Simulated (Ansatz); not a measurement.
All numbers below come from DFT PBE, scalar-relativistic, plane waves, PAW (Ansatz). Settings: cutoff 420 eV, Γ-centred meshes spaced at most about 0.3 Å⁻¹, and about 0.25 Å⁻¹ or finer for metals (2π included), Gaussian smearing. No spin polarisation in the final relaxations.

Temperature and zero-point effects are left out.

Two forms of Sn₂As₂Se were relaxed alike.

A.

Space group P6/mmm (No. 191). a = 5.324 Å, b = 5.324 Å, c = 10.270 Å, α = 90.00°, β = 90.00°, γ = 120.00°
```
atom  site  symmetry       x       y       z
  Sn    2c      -6m2  0.3333  0.6667  0.0000
  As    2e       6mm  0.0000  0.0000  0.3968
  Se    1a     6/mmm  0.0000  0.0000  0.0000
```

B.

Space group P6/mmm (No. 191). a = 5.169 Å, b = 5.169 Å, c = 5.827 Å, α = 90.00°, β = 90.00°, γ = 120.00°
```tsv
atom	site	symmetry	x	y	z
Sn	2d	-6m2	0.3333	0.6667	0.5000
As	2c	-6m2	0.3333	0.6667	0.0000
Se	1b	6/mmm	0.0000	0.0000	0.5000
```

**Question.** Which form is favoured at zero pressure, and by what margin per atom?

**Answer.** B is lower, by 0.39 eV/atom. A has space group P6/mmm (No. 191), 50.4 Å³/atom and no gap on its mesh; B has space group P6/mmm (No. 191), 27.0 Å³/atom and no gap. Counting As or Se atoms around Sn (for each partner element, those within 1.25 times its shortest distance or 1.15 times the sum of covalent radii, where it is the nearest in units of that sum or under 1.3; the shortest distance is added where it is long for a bond), A has Sn 3 from 3.1 Å and B has Sn 5. A holds As–As pairs (shortest 2.12 Å); in B the shortest As–As distance is 2.98 Å. Even the lower one lies +0.20 eV/atom against the reference forms of the elements (uncorrected), so neither is stable at this level. In A, Sn has 3 Se at 3.07 Å and 3 Sn at 3.07 Å; As has 1 As at 2.12 Å; around Se lie 6 Sn at 3.07 Å. In B, Sn has 2 As at 2.91 Å, 3 Se at 2.98 Å and 3 Sn at 2.98 Å; around As lie 2 Sn at 2.91 Å and 3 As at 2.98 Å; Se has 6 Sn at 2.98 Å. Both come from invented guesses. A third cell relaxed alike, in I4/mmm, lies 189 meV/atom below the lower of the two.

No dispersion correction is applied, so the spacing and binding between layers, chains or molecules are poorly described (P6/mmm at 50.4 Å³/atom), and this can change margins and order among such cells. Cells relaxed within their symmetry can be saddle points.
